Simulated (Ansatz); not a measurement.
Mo (bcc, W type)

```yaml
crystal:
  lattice:
    - [-1.58038, 1.58038, 1.58038]
    - [1.58038, -1.58038, 1.58038]
    - [1.58038, 1.58038, -1.58038]
  atoms:
    - { symbol: Mo, position: [0.00000, 0.00000, 0.00000] }
```

Grid over V/V₀ and (c/a)/(c/a)₀, subscript 0 meaning the relaxed cell; the conventional c axis lies along z; no internal relaxation.

These are PBE (plane waves to 420 eV, PAW, scalar-relativistic; Ansatz, an electronic-structure program) values and carry that method's errors. k mesh 21×21×21 (Γ-centred), Fermi-Dirac smearing 0.05 eV. E stands for the smeared free energy. With partly filled bands, the response to shear is sensitive to the k mesh, so small differences along c/a are uncertain. Mo is run without spin polarisation. Mo was relaxed with its symmetry unable to fall. The PAW data are Ansatz's earlier set. ΔE is measured from the relaxed starting cell.

**Question.** Give the computed ΔE (meV/atom) at all points of the grid V/V₀ = 0.920, 0.947, 0.973, 1.000, 1.027, 1.053, 1.080 by (c/a)/(c/a)₀ = 0.880, 0.920, 0.960, 1.000, 1.040, 1.080, 1.120.

**Answer.** ΔE (meV/atom), with V/V₀ across and (c/a)/(c/a)₀ down:

```
(c/a)/(c/a)₀ \ V/V₀  0.920  0.947  0.973  1.000  1.027  1.053  1.080
-------------------  -----  -----  -----  -----  -----  -----  -----
0.880                  267    207    171    156    159    178    211
0.920                  172    114     81     69     75     97    133
0.960                  113     58     26     16     24     48     86
1.000                   95     40     10      0      9     33     71
1.040                  111     56     25     14     23     47     84
1.080                  156     99     67     55     62     84    121
1.120                  220    162    127    114    119    140    174
```

(Under strain, the slope of the energy per volume gives the stress and its curvature an elastic modulus.)
